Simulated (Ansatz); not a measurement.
Cu3PdN (anti-perovskite, Pm-3m) under volume change, the program Ansatz at the LDA level (PAW), scaled uniformly.

```tsv
V (Å³/atom)	E − E(relaxed) (meV/atom)	P (GPa)
9.810	70.5	25.53
10.134	29.4	15.47
10.457	6.9	7.05
10.781	0.0	0.00
11.104	…	…
11.428	…	…
11.751	49.2	-14.89
```

**Question.** Some entries are withheld; supply them.

**Answer.** 
- 11.104, E − E(relaxed) (meV/atom): 6.1
- 11.104, P (GPa): -5.90
- 11.428, E − E(relaxed) (meV/atom): 23.2
- 11.428, P (GPa): -10.82

**Question.** What does a third-order Birch–Murnaghan fit give for V₀, B₀ and B′?

**Answer.** V₀ = 10.78 Å³/atom, B₀ = 214 GPa, B′ = 5.0.

The workflow started from a Materials Project entry (that database holds measured and hypothetical structures alike); the Crystallography Open Database copy checked does not list it. Its standing as an ambient phase is unchecked. The LDA relaxation kept the symmetry of its start; whether a distortion lowers the energy is not shown. No spin polarisation was allowed.

Potentials: the later of the program's two PAW sets.
